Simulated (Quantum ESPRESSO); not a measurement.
## In2HfZnO5F (input and log of a self-consistent run)

Simulated, not a measurement. The program is pw.x of Quantum ESPRESSO 7.5 (plane-wave density functional theory). The cell is made up: 10 atoms on a corundum lattice, with randomly drawn elements, strain and displacements, not relaxed. PseudoDojo standard norm-conserving files (v0.5 for PBE, v0.4.1 for LDA and PBEsol) set the functional; there is no spin polarisation, spin-orbit coupling or dispersion term, and the masses in the input are unused placeholders. A spin-polarised start on this cell or one of its family kept no moment above 0.05 Bohr magneton at the same smearing; a narrower smearing was not tried.

The hafnium pseudopotential is less sure than the others, with forces about 3 percent (worst 6) and pressure in oxides about 1.5 GPa (worst 2.7) from a second method in checks, which no rerun with the same files tests.

Input:

```
&control calculation='scf', pseudo_dir='./dojo.nc.sr.pbe.v0_5.standard.upf', outdir='./o', disk_io='low', tprnfor=.true., tstress=.true. /
&system ibrav=0, nat=10, ntyp=5, nbnd=58, ecutwfc=84.00895049, nosym=.true., tot_charge=0,
 occupations='smearing', smearing='fd', degauss=0.0073498644
/
&electrons conv_thr=7.350e-09, electron_maxstep=60, /
ATOMIC_SPECIES
F 1.0 F.upf
Hf 1.0 Hf.upf
In 1.0 In.upf
O 1.0 O.upf
Zn 1.0 Zn.upf
CELL_PARAMETERS angstrom
2.768 1.5981 4.902
-2.768 1.5981 4.902
0.0 -3.1962 4.902
ATOMIC_POSITIONS angstrom
In -0.12 0.0878 5.2974
Hf -0.0375 -0.0639 2.283
In 0.0054 -0.0337 9.5857
Zn -0.0193 0.079 12.4788
O -0.9882 1.592 8.6387
F -0.908 -1.8173 8.6605
O 1.8279 0.0287 8.4763
O 1.0835 -1.6497 6.189
O 0.9122 1.6786 6.2186
O -1.8015 -0.0987 6.053
K_POINTS automatic
7 7 7 1 1 1
```

The log is shortened where brackets say so; the opening notice, blank lines, dates and the lines on written files are dropped, and the path of the files is cut. It prints rydbergs, bohrs and kilobars, and counts compression as positive stress.

```
     Program PWSCF v.7.5
     Parallel version (MPI & OpenMP), running on       4 processor cores
     Number of MPI processes:                 4
     Threads/MPI process:                     1
     [start-up lines left out]
     bravais-lattice index     =            0
     lattice parameter (alat)  =      11.0586  a.u.
     unit-cell volume          =     877.9933 (a.u.)^3
     number of atoms/cell      =           10
     number of atomic types    =            5
     number of electrons       =        95.00
     number of Kohn-Sham states=           58
     kinetic-energy cutoff     =      84.0090  Ry
     charge density cutoff     =     336.0358  Ry
     scf convergence threshold =      7.3E-09
     mixing beta               =       0.7000
     number of iterations used =            8  plain     mixing
     Exchange-correlation= PBE
                           (   1   4   3   4   0   0   0)
     [axes and pseudopotential details left out]
   Cartesian axes
     site n.     atom                  positions (alat units)
         1        In     tau(   1) = (  -0.0205060   0.0150035   0.9052363  )
         2        Hf     tau(   2) = (  -0.0064081  -0.0109194   0.3901262  )
         3        In     tau(   3) = (   0.0009228  -0.0057588   1.6380344  )
         4        Zn     tau(   4) = (  -0.0032980   0.0134998   2.1324164  )
         5        O      tau(   5) = (  -0.1688667   0.2720459   1.4762081  )
         6        F      tau(   6) = (  -0.1551619  -0.3105459   1.4799333  )
         7        O      tau(   7) = (   0.3123573   0.0049043   1.4484567  )
         8        O      tau(   8) = (   0.1851519  -0.2819059   1.0575957  )
         9        O      tau(   9) = (   0.1558796   0.2868444   1.0626538  )
        10        O      tau(  10) = (  -0.3078460  -0.0168662   1.0343556  )
     number of k points=   172  Fermi-Dirac smearing, width (Ry)=  0.0073
     Number of k-points >= 100: set verbosity='high' to print them.
     Dense  grid:    91369 G-vectors     FFT dimensions: (  72,  72,  72)
     Estimated max dynamical RAM per process >     606.72 MB
     Estimated total dynamical RAM >       2.30 GB
     Initial potential from superposition of free atoms
     starting charge      94.9902, renormalised to      95.0000
     Starting wfcs are   62 randomized atomic wfcs
     total cpu time spent up to now is       27.2 secs
     per-process dynamical memory:   541.0 Mb
     Self-consistent Calculation
     iteration #  1     ecut=    84.01 Ry     beta= 0.70
     Davidson diagonalization with overlap
     ethr =  1.00E-02,  avg # of iterations =  2.9
     total cpu time spent up to now is       87.7 secs
     total energy              =   -1010.23052583 Ry
     estimated scf accuracy    <       2.93111783 Ry
     iteration #  2     ecut=    84.01 Ry     beta= 0.70
     Davidson diagonalization with overlap
     ethr =  3.09E-03,  avg # of iterations =  2.9
     total cpu time spent up to now is      145.7 secs
     total energy              =   -1009.61860763 Ry
     estimated scf accuracy    <      10.10210441 Ry
     iteration #  3     ecut=    84.01 Ry     beta= 0.70
     Davidson diagonalization with overlap
     ethr =  3.09E-03,  avg # of iterations =  2.2
     total cpu time spent up to now is      201.5 secs
     total energy              =   -1011.70806806 Ry
     estimated scf accuracy    <       0.50385281 Ry
     iteration #  4     ecut=    84.01 Ry     beta= 0.70
     Davidson diagonalization with overlap
     ethr =  5.30E-04,  avg # of iterations =  2.0
     total cpu time spent up to now is      261.4 secs
     total energy              =   -1011.73586463 Ry
     estimated scf accuracy    <       0.11096665 Ry
     iteration #  5     ecut=    84.01 Ry     beta= 0.70
     Davidson diagonalization with overlap
     ethr =  1.17E-04,  avg # of iterations =  3.1
     total cpu time spent up to now is      314.1 secs
     total energy              =   -1011.73008157 Ry
     estimated scf accuracy    <       0.03744552 Ry
     [iterations 6 to 9 left out]
     iteration # 10     ecut=    84.01 Ry     beta= 0.70
     Davidson diagonalization with overlap
     ethr =  1.45E-08,  avg # of iterations =  3.9
     total cpu time spent up to now is      606.8 secs
     total energy              =   -1011.73899717 Ry
     estimated scf accuracy    <       0.00000922 Ry
     iteration # 11     ecut=    84.01 Ry     beta= 0.70
     Davidson diagonalization with overlap
     ethr =  9.71E-09,  avg # of iterations =  2.0
     total cpu time spent up to now is      654.5 secs
     total energy              =   -1011.73899813 Ry
     estimated scf accuracy    <       0.00000060 Ry
     iteration # 12     ecut=    84.01 Ry     beta= 0.70
     Davidson diagonalization with overlap
     ethr =  6.27E-10,  avg # of iterations =  3.4
     total cpu time spent up to now is      709.0 secs
     total energy              =   -1011.73899829 Ry
     estimated scf accuracy    <       0.00000018 Ry
     iteration # 13     ecut=    84.01 Ry     beta= 0.70
     Davidson diagonalization with overlap
     ethr =  1.92E-10,  avg # of iterations =  2.0
     total cpu time spent up to now is      772.5 secs
     total energy              =   -1011.73899833 Ry
     estimated scf accuracy    <       0.00000001 Ry
     iteration # 14     ecut=    84.01 Ry     beta= 0.70
     Davidson diagonalization with overlap
     ethr =  1.34E-11,  avg # of iterations =  4.0
     total cpu time spent up to now is      847.9 secs
     End of self-consistent calculation
     [lines on levels left out]
!    total energy              =   -1011.73899833 Ry
     estimated scf accuracy    <          4.3E-10 Ry
     smearing contrib. (-TS)   =      -0.00451034 Ry
     internal energy E=F+TS    =   -1011.73448799 Ry
     The total energy is F=E-TS. E is the sum of the following terms:
     one-electron contribution =    -489.53726975 Ry
     hartree contribution      =     303.72536321 Ry
     xc contribution           =    -206.85834999 Ry
     ewald contribution        =    -619.06423147 Ry
     convergence has been achieved in  14 iterations
     Forces acting on atoms (cartesian axes, Ry/au):
     atom    1 type  3   force =     0.23280065   -0.06966779   -0.01181853
     atom    2 type  2   force =     0.05740756   -0.04375293   -0.06315801
     atom    3 type  3   force =    -0.00208542    0.04916457   -0.00404134
     atom    4 type  5   force =    -0.05086351   -0.02864900    0.01703349
     atom    5 type  4   force =    -0.06940996    0.01730702   -0.04073330
     atom    6 type  1   force =    -0.02369556    0.00435127   -0.06173140
     atom    7 type  4   force =     0.05628997    0.05098618   -0.02228299
     atom    8 type  4   force =    -0.03751922   -0.04437096    0.02240920
     atom    9 type  4   force =     0.04901626    0.04009944    0.03236953
     atom   10 type  4   force =    -0.21194078    0.02453219    0.13195336
     Total force =     0.404754     Total SCF correction =     0.000075
     Computing stress (Cartesian axis) and pressure
          total   stress  (Ry/bohr**3)                   (kbar)     P=       49.26
   0.00038425   0.00003220  -0.00005721           56.53        4.74       -8.42
   0.00003220   0.00013173   0.00009021            4.74       19.38       13.27
  -0.00005721   0.00009021   0.00048862           -8.42       13.27       71.88
     init_run     :     18.20s CPU     18.93s WALL (       1 calls)
     electrons    :    814.17s CPU    820.79s WALL (       1 calls)
     forces       :      6.63s CPU      6.67s WALL (       1 calls)
     stress       :     22.43s CPU     22.47s WALL (       1 calls)
     [timing details left out]
     PWSCF        :  14m30.19s CPU  14m37.74s WALL
     JOB DONE.
```

In other units: free energy -13765.410 eV for the cell, pressure 4.93 GPa, largest force component 5.986 eV/Å. A rerun of a related cell, with the same atoms placed differently, at a cutoff of 1437 eV and k mesh 9 x 9 x 9 moved values by no more than 0.004 eV in energy, 0.03 GPa in stress and 0.002 eV/Å in force.